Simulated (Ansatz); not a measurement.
A frame of Li₅Mg₁₁ from dynamics at 1130 K, with the forces (eV/Å) computed on a k mesh in the last three columns. Theory: DFT PBE, scalar-relativistic, plane waves, PAW in Ansatz.

Plane waves to 420 eV, a k mesh through Γ of 3×3×3 on the computed 16-atom cell and Fermi–Dirac smearing (0.10 eV); no spin polarisation.

```xyz
16
Lattice="6.987 0.152 0.143 0.152 7.262 -0.084 0.143 -0.084 7.111" Properties=species:S:1:pos:R:3:forces:R:3 pbc="T T T"
Mg    3.629    5.916    1.365   -0.240    0.490    0.190
Mg    5.230    2.951    1.181   -0.600    0.150   -0.530
Mg    6.838    5.052    5.545    1.130   -0.940    0.470
Mg    0.460    1.562    5.985    0.440    0.250   -0.210
Mg    1.080    6.600    3.449   -0.100   -0.390   -0.090
Mg    2.688    4.070    6.589   -0.360   -0.810   -0.160
Mg    2.043    1.314    1.450   -0.490    0.380   -1.180
Mg    6.377    5.783    0.978    1.150   -0.120    1.090
Mg    5.066    5.918    3.897   -1.160   -0.180   -0.530
Mg    2.432    3.944    3.162    0.200   -0.070    0.230
Mg    2.969    1.114    3.886    1.010    0.320    0.930
Li    5.315    0.095    6.332   -0.530    0.450    0.100
Li    2.758    6.677    5.933   -0.290    0.120    0.010
Li    4.976    2.779    5.204   -0.520   -0.010    0.160
Li    5.844    0.749    2.585   -0.280    0.430    0.000
Li    6.512    3.412    3.480    0.650   -0.080   -0.450
```

Static pressure 2.7 GPa (no kinetic part), no gap on the mesh.

Counting as bonded all pairs within 1.3 times the summed covalent radii:

```json
{"atom → neighbour": "Li → Li", "mean count": "1.60", "mean length (Å)": "2.76", "spread (Å)": "0.21"}
{"atom → neighbour": "Li → Mg", "mean count": "6.80", "mean length (Å)": "3.00", "spread (Å)": "0.28"}
{"atom → neighbour": "Mg → Li", "mean count": "3.09", "mean length (Å)": "3.00", "spread (Å)": "0.28"}
{"atom → neighbour": "Mg → Mg", "mean count": "6.54", "mean length (Å)": "3.15", "spread (Å)": "0.28"}
```

Angles between all pairs of such bonds at an atom (mean ± spread): 99 ± 32° at Li, 97 ± 33° at Mg.

Cost: 1 run of about 0.33 core-minutes, on Intel Xeon 6975P-C (Granite Rapids) (shared hosts).